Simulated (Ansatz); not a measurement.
# Stationary points along a deformation path in LiMg

Theory: DFT PBEsol, scalar-relativistic, plane waves, PAW (Ansatz 0.2.0). Cutoff 420 eV, Γ-centred 16×16×16 k-points, Gaussian smearing of 0.15 eV. No spin polarisation. Energies are free energies at this smearing, counted from the undisturbed cell; pressure is positive in compression.

The undisturbed cell (as given, not relaxed at this level; it stands at 0.0 GPa, and it needn't be the usual structure):

```
Li Mg
1.0
     3.41533    0.00000    0.00000
     0.00000    3.41533    0.00000
     0.00000    0.00000    3.41533
Li Mg
1 1
Direct
  0.00000 0.00000 0.00000
  0.50000 0.50000 0.50000
```

At fixed volume and fractional coordinates, lengths along (0.577, 0.577, 0.577) are scaled against those across it; ρ is that ratio over its starting value. V = 19.919 Å³/atom. Δσ is the stress along the axis less the mean stress across it (compression positive).

| ρ | ΔE (meV/atom) | Δσ (GPa) | space group |
| --- | --- | --- | --- |
| 0.500 | 1929.0 | 77.79 | R-3m |
| 0.710 | 388.1 | 30.87 | R-3m |
| 1.000 | 0.0 | 0.00 | Pm-3m |
| 1.410 | 167.2 | -8.21 | R-3m |
| 2.000 | 303.2 | 0.00 | Fm-3m |

Q: How does the stress give the slope of the energy, and where is the energy stationary?

A: Along the path d ln(length) is 2/3 d ln ρ on the axis and −1/3 d ln ρ across it, so dE/d ln ρ = −(2/3) V Δσ: the energy falls with ρ where Δσ is positive. Δσ vanishes or changes sign at ρ = 1.000 (Pm-3m), a minimum at 0.0 meV/atom; at ρ = 2.000 (Fm-3m, an end of the scan), at 303.2 meV/atom. Pairs of stationary points between two samples would go unseen, and could change a minimum read from distant neighbours into a maximum. At ρ = 1.000, 2.000 the cell is cubic, where symmetry alone makes the stress isotropic and the slope zero.

In a metal these slopes depend on the k mesh and the smearing.